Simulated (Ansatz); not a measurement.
# Slab of fcc Au (110), 5 layers

The slab is cut from the fcc crystal, the stable phase, as relaxed on PAW files (17.02 Å³/atom), with 16 Å of vacuum and a dipole correction:

```
CELL_PARAMETERS angstrom
2.88756 0.00000 0.00000
0.00000 4.08362 0.00000
0.00000 0.00000 21.77510
ATOMIC_POSITIONS crystal
Au 0.00000 0.00000 0.36739
Au 0.50000 0.50000 0.43370
Au 0.00000 0.00000 0.50000
Au 0.50000 0.50000 0.56630
Au 0.00000 0.00000 0.63261
```

Computed with Ansatz 0.2.0; functional PBEsol, scalar-relativistic. Settings: a Γ-centred 14×10×1 k mesh, Fermi–Dirac smearing of 0.08 eV, no spin polarisation. Methods: LAPW: all electrons, basis error target 1 meV/atom; PAW: frozen-core files, cutoff 420 eV.

The bulk energy comes from a cell in the slab's orientation on a 14×10×14 mesh. The surface energy is (E(slab) − N·E(bulk))/2A at zero smearing, the mean of both faces; thin slabs carry quantum-size effects.

Spin–orbit coupling is left out, which matters for the heavy atoms. The PAW files were made under PBE.

**Question.** As cut, the LAPW slab lies 1.929 eV above 5 atoms of bulk. What surface energy is that?

**Answer.** Over two faces of 11.79 Å² it is 81.8 meV/Å², and times 16.02 J/m² per eV/Å² that gives γ = 1.311 J/m².

**Question.** What do relaxation and the other method give, and what work function comes out?

**Answer.** 

| method | γ as cut (J/m²) | γ relaxed (J/m²) | Φ as cut (eV) | Φ relaxed (eV) |
| --- | --- | --- | --- | --- |
| LAPW | 1.311 | 1.252 | 5.09 | 5.06 |
| PAW | 1.310 | 1.251 | 5.09 | 5.06 |

**Question.** How do the spacings between the planes relax?

**Answer.** From the bottom face up: d12 -11.1 % of 1.444 Å, d23 +5.0 % of 1.444 Å, d34 +5.0 % of 1.444 Å, d45 -11.1 % of 1.444 Å.

**Question.** What changes if the images along the normal are cut off in place of the dipole correction?

**Answer.** LAPW then gives: no gap, work function 5.06 eV; PAW: no gap, work function 5.06 eV.

**Question.** A 4f core hole is made on one atom of each kind in every 1×1 cell (PAW hole dataset, neutral cell, valence without spin). What does it cost by layer?

**Answer.** layer 1 84.50 eV, layer 2 84.87 eV, layer 3 84.89 eV. Shifts between layers mean more than the absolute values, and a whole layer of holes screens otherwise than one hole.
